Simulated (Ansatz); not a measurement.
Starting cell, MgS (rock salt):

```
MgS
1.0
    0.00000     2.61485     2.61485
    2.61485     0.00000     2.61485
    2.61485     2.61485     0.00000
S Mg
1 1
Direct
  0.00000   0.00000   0.00000
  0.50000   0.50000   0.50000
```

Two-dimensional scan of atom 2 (Mg, nearest neighbour S at 2.615 Å; its periodic images, 3.7 Å or more away, move with it): u runs along (1.000, 0.000, 0.000), v along (0.000, 0.000, 1.000) (Cartesian). Cell and other atoms are fixed.

The numbers are results of PBE (plane waves to 420 eV, PAW, scalar-relativistic; Ansatz, a first-principles code), not measurements. k mesh 9×9×9 (Γ-centred), Fermi-Dirac smearing 0.05 eV. Stress and pressure are positive under compression. MgS was relaxed with its symmetry unable to fall.

Changes of P (GPa) from the point u = 0.000 Å, v = 0.000 Å when one coordinate moves alone (two changes are said to add if the coupling is within 5 % of the smaller one, nearly so within 20 %):

```csv
point,change
"u = 0.000 Å, v = -0.390 Å",5.48
"u = 0.000 Å, v = -0.260 Å",2.27
"u = 0.000 Å, v = -0.130 Å",0.54
"u = -0.390 Å, v = 0.000 Å",5.48
"u = -0.260 Å, v = 0.000 Å",2.27
"u = -0.130 Å, v = 0.000 Å",0.54
"u = 0.130 Å, v = 0.000 Å",0.54
"u = 0.260 Å, v = 0.000 Å",2.27
"u = 0.390 Å, v = 0.000 Å",5.48
"u = 0.000 Å, v = 0.130 Å",0.54
"u = 0.000 Å, v = 0.260 Å",2.27
"u = 0.000 Å, v = 0.390 Å",5.48
```

Question: Do the two effects add at u = 0.260 Å, v = 0.260 Å? Give the computed change.

Answer: The sum of the single changes is 2.27 + (2.27) = 4.54; the calculation gives 4.27, so the coupling contributes -0.27 (under 20 % of the smaller single change, nearly additive).

Question: Do the two effects add at u = 0.260 Å, v = 0.390 Å? Give the computed change.

Answer: The sum of the single changes is 2.27 + (5.48) = 7.75; the calculation gives 7.12, so the coupling contributes -0.63 (over 20 % of the smaller single change, not additive).

(A displaced cell: forces are minus the slopes of the energy, force constants its curvatures, and phonons follow from these.)
